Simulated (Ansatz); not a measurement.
CrGe2 in space group I4/mcm (No. 140; Ge on 8h, Cr on 4a), PBE in the plane-wave PAW code Ansatz, all energies at zero smearing, with the estimated change up to a 700 eV cutoff added, with one set of potentials and settings (totals compare only within such a set). Cell of 6 atoms (4 Ge, 2 Cr): -23935.398 eV.

```tsv
element	reference phase	E (eV/atom)
Ge	Fd-3m, 2 atoms in the cell	-4294.9847
Cr	Im-3m, 2 atoms in the cell, spin-polarised	-3377.7530
```

Formation energy per atom, worked out: (-23935.398 − 4×(-4294.9847) − 2×(-3377.7530))/6 = 0.008 eV/atom (1 kJ per mol of atoms), at 0 K, without zero-point energy or fitted corrections.

A made-up cell: these elements were put on the sites of a structure type; neither database checked (COD, Materials Project) lists it. Whether it is the stable phase at ambient conditions was not checked. The cell was relaxed with PBE under the symmetry of its start; its stability against distortions is not shown here. The workflow began spin-polarised and lost its moments. The references are the lowest solids computed at this level, not always the standard phases.

Potentials: the later of the program's two PAW sets.
